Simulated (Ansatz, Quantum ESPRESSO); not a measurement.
Given: the input of a run of Ansatz 0.2.0 on GaGe3. Atoms were shifted at random by some hundredths of an Å from the given cell, which wasn't relaxed again for these runs. The cell comes from a database or a generator and needn't be the stable form of this composition.

input.yaml

```yaml
crystal:
  lattice:
    - [0.0, 3.387167, 3.387167]
    - [3.387167, 0.0, 3.387167]
    - [3.387167, 3.387167, 0.0]
  atoms:
    - { symbol: Ge, position: [0.507338, 0.501162, 0.494646] }
    - { symbol: Ge, position: [0.759453, 0.751759, 0.746176] }
    - { symbol: Ge, position: [0.249069, 0.255079, 0.251983] }
    - { symbol: Ga, position: [0.009828, -0.017682, 0.010665] }
hamiltonian:
  xc: pbesol
  pseudopotentials: { kind: paw }
kpoints:
  mp_grid: { grid: [7, 7, 7] }
scf:
  occupations: { method: fermi_dirac, width: 0.05 }
output:
  forces: true
  stress: true
  eigenvalues: true
```

Potentials or basis: Ansatz PAW.

Command:

```sh
$ ansatz run input.yaml --threads 1 --pin off --max-ram 3584MiB --backend cpu --events-out ev --progress --plain --runs-dir out
```

Question: What does the same run look like in Quantum ESPRESSO 7.5? Potentials or basis there: GBRV 1.5 PBEsol, cutoff 762 eV.

Answer: As run (cutoffs and basis follow the program's own potentials, and thresholds, step limits or extra output files can differ):

pw.in

```
&CONTROL
  calculation = 'scf'
  prefix = 'pwscf'
  outdir = './tmp'
  pseudo_dir = './pseudo'
  tprnfor = .true.
  tstress = .true.
  disk_io = 'nowf'
/
&SYSTEM
  ibrav = 0
  nat = 4
  ntyp = 2
  ecutwfc = 56
  ecutrho = 448
  nbnd = 41
  occupations = 'smearing'
  smearing = 'fd'
  degauss = 0.00367493
/
&ELECTRONS
  conv_thr = 8d-10
  electron_maxstep = 120
  mixing_beta = 0.5
/
ATOMIC_SPECIES
Ge    72.6300 ge_pbesol_v1.4.uspp.F.UPF
Ga    69.7230 ga_pbesol_v1.4.uspp.F.UPF
CELL_PARAMETERS angstrom
   0.0000000000    3.3871670000    3.3871670000
   3.3871670000    0.0000000000    3.3871670000
   3.3871670000    3.3871670000    0.0000000000
ATOMIC_POSITIONS crystal
Ge     0.5073380000    0.5011620000    0.4946460000
Ge     0.7594530000    0.7517590000    0.7461760000
Ge     0.2490690000    0.2550790000    0.2519830000
Ga     0.0098280000   -0.0176820000    0.0106650000
K_POINTS automatic
7 7 7 0 0 0
```

Potentials or basis: GBRV 1.5 PBEsol.

Command:

```sh
$ OMP_NUM_THREADS=1 mpirun -n 2 pw.x -nk 2 -in pw.in > pw.out
```

Both were run:

|  | Ansatz | Quantum ESPRESSO |
| --- | --- | --- |
| Pressure | -3.8 GPa | -3.8 GPa |
| Largest force | 0.155 eV/Å | 0.156 eV/Å |
| Energy over the undisturbed cell | 1.9 meV/atom | 1.9 meV/atom |

Ansatz's pressure holds a Pulay term of +0.03 GPa for its cutoff of 420 eV, which the other run lacks.

The potentials hold 55 and 61 valence electrons a cell.

Ansatz's potentials were made for PBE.

Where Ansatz's input types no cutoff or centring, it takes its own default and a Γ-centred mesh.

Pressure is positive in compression.
